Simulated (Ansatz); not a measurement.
In plane-wave PAW PBE+D3(BJ) (Ansatz code), BAs in the orthorhombic phase (Pnma; B on 4c, As on 4c) relaxes to a = 6.540 Å, b = 3.413 Å, c = 5.682 Å. Its formation energy from the elements is 0.26 eV/atom, with no fitted shifts.

The Kohn–Sham gap is 0.44 eV (indirect). Gap from PBE+D3(BJ) with spin–orbit coupling: 0.44 eV. The hole mass is 0.15, 0.47, 0.88 mₑ (principal values).

The bulk modulus is 102 GPa.

The start of the workflow was typed in or built on a structure type; neither database checked (COD, Materials Project) lists it. It is not the phase usual at ambient conditions (space group No. 216). Symmetry was held in the PBE+D3(BJ) relaxation; its stability against distortions is not shown here. The volume moved by 25 % from the start of the relaxation. Its formation energy is positive at this level, so the cell may be metastable or incomplete. The references are the lowest solids computed at this level, not always the standard phases. Scalar-relativistic: spin–orbit coupling is off unless named, which matters more the heavier the elements.

Potentials: the later of the program's two PAW sets.
